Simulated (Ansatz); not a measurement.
## Ansatz run, Ba$_{2}$ZnCo$_{2}$

The input, for Ansatz 0.2.0 (plane waves, PAW):

```yaml
crystal:
  lattice:
    - [0.0, 4.25088, 0.0]
    - [4.25088, 0.0, 0.0]
    - [2.12544, 2.12544, -6.682952]
  atoms:
    - { symbol: Ba, position: [0.3443, 0.3443, 0.3114] }
    - { symbol: Ba, position: [0.6557, 0.6557, 0.6886] }
    - { symbol: Zn, position: [0.0, 0.0, 0.0] }
    - { symbol: Co, position: [0.1411, 0.1411, 0.7178] }
    - { symbol: Co, position: [0.8589, 0.8589, 0.2822] }
  symmetry: { tolerance: 0.0003 }
kpoints:
  mp_grid: { grid: [6, 6, 6], shift: [0, 0, 0] }
  band_path:
    path:
      - [0.0, 0.0, 0.0]
      - [0.5, 0.5, 0.5]
      - [0.5, 0.5, 0.25]
      - [0.0, 0.5, 0.0]
      - [0.0, 0.0, 0.0]
      - [0.0, 0.0, -0.5]
      - [0.0, 0.44942557, -0.27528722]
      - [0.0, 0.55057443, 0.27528722]
      - [0.0, 0.0, 0.0]
      - [0.5, 0.5, 0.5]
      - [0.44942557, 0.55057443, 0.5]
    npoints: 1
magnetization:
  spin_polarized: false
scf:
  occupations: { method: fermi_dirac, width: 0.0769 }
hamiltonian:
  pseudopotentials: { kind: paw }
  xc:
    exchange: pbe
    correlation: pbe
    exx: { coeff: 0.481, omega: 0.162 }
basis:
  ecutwfc: 420
  fft_grid_basis: typed
output:
  forces: true
  stress: true
  eigenvalues: true
  bader: true
  populations: true
  elf: true
  write_potential: true
  volumetric_format: npy
  dos:
    e_range: [-12, 8]
    de: 0.05
    projected: { site_lists: { Ba: [Ba], Co: [Co], Zn: [Zn] } }
  write_density: true
```

Command:

```sh
ansatz run input.yaml --threads 2 --pin off --max-ram 5120MiB --backend cpu --events-out ev --progress --plain --runs-dir out
```

Parts of the output:

```
Warning: output.stress: scf.convergence.dr2_threshold = 1e-7 eV (the SCF's general default) is looser than the 5e-10 eV advised for a printed stress (1e-10 eV for each atom of the cell: 5).
Warning: output.stress: scf.exx.energy_threshold = 1e-6 eV is looser than the 5e-8 eV advised for a stress under a hybrid functional (1e-8 eV for each atom of the cell: 5). Every SCF of the exchange loop can meet its threshold on dr2 while the loop round them stops early: no threshold on dr2 bounds what that leaves in the stress. Set scf.exx.energy_threshold to 5e-8 eV or tighter.
Pseudopotentials: kind: paw
Pseudopotential: Ba, paw, valence charge 10, recommended cutoff 420 eV (normal), Ba.paw.azcp
Pseudopotential: Zn, paw, valence charge 12, recommended cutoff 420 eV (normal), Zn.paw.azcp
Pseudopotential: Co, paw, valence charge 17, recommended cutoff 420 eV (normal), Co.paw.azcp
Functional definition: unnamed
  exchange = pbe_x + (-a_1)*pbe_x_sr(omega_1) + a_1*exact_x_sr(omega_1)
  correlation = pbe_c
Crystal: 5 atoms, lattice volume = 120.761 Å³
Basis set: ecut = 420 eV, 2359 PW (Γ), exchange–correlation on 60×60×100 points (8 copies of the dense FFT grid, shifted against one another)
Bands: 40, of which v1, the nominal top of the filled ones, is band 33 counted from 1 (32 counted from 0)
Symmetry: 16 space group operations
Space group: I4/mmm (ITA 139), of the structure as read, at distance tolerance 1.5e-3 Å
k-points: 30 of 216
Initial density: superposition of atomic densities (neutral atoms: chi_scale 0, normalization atom), corrected by the library's trained network
Functional: x = pbe(κ = 0.804, μ = 0.2195), c = pbe(β = 0.0667), warm-up for x = pbe(κ = 0.804, μ = 0.2195) + 0.481 (exact − pbe) at short range (hse, ω = 0.162 Å⁻¹), c = pbe(β = 0.0667)
Free energy (F): -25472.1269 eV
Frozen-core exchange: fock
Harris-Foulkes:  -25472.1269 eV  (|F-HF|=1.01e-9)
Internal energy: -25472.1104 eV  (E = F + TS)
E sigma→0 (E₀):  -25472.1187 eV
Entropy (-TS):   -0.0165 eV (-3.303 meV/atom)
Fermi energy:    10.1622 eV
--- Per-component energies (eV) ---
  E_band       = -974.0455
  E_kinetic    = 1412.6182
  E_local      = -11630.1939  (includes V_loc(G=0)·N_el)
  E_nonlocal   = 1702.2078
  E_hartree    = 5074.1386
  E_xc         = -476.1343
  E_vxc        = -438.5859  (∫ρ·V_xc dr)
  E_exx        = -488.8120  (= α·E_x^exact, valence–valence)
  E_paw        = -15200.9464  (= ΣΔE_a)
  E_vpaw       = -1190.7441  (= ΣTr[D̂ρ^β])
  E_aug_tail   = -0.0002  (compensation charges beyond the density's cutoff)
  E_ewald      = -5864.7984
  E_core_change = -0.1898  (= ΣΔE_core)
  E_smearing   = -0.0165  (= −TS)
--- Forces (eV/Å), atoms counted from 1 ---
  atom   1  Ba     0.0000     0.0000     0.6867
  atom   2  Ba     0.0000     0.0000    -0.6867
  atom   3  Zn     0.0000     0.0000     0.0000
  atom   4  Co     0.0000     0.0000     7.5183
  atom   5  Co     0.0000     0.0000    -7.5183
--- Stress (GPa, compression-positive) ---
       -0.0067       0.0000       0.0000
        0.0000      -0.0067       0.0000
        0.0000       0.0000      36.9626
  P = ⅓ Tr σ = 12.3164 GPa (123.164 kbar)
--- Löwdin populations: 5 sites ---
  site symbol       q [e]
     0     Ba      8.6081
     1     Ba      8.6081
     2     Zn     11.1436
     3     Co     17.8456
     4     Co     17.8456
  spilling = 0.0295 (of n_electrons = 66.0000)
```

Total energies depend on the potentials used, so only differences within one code and one set of settings carry meaning.

Origin: a known structure type with other elements, at an estimated volume, so it need not be a known compound. Caveats: the exchange threshold is loose for a stress; the SCF threshold is loose for a stress; no spin polarisation, so a magnetic state may lie lower; atoms or cell far from equilibrium.

Cost: 17 min on 2 threads of Arm Neoverse V1 (shared host), peak memory 4 GiB (start from the program's own first density).
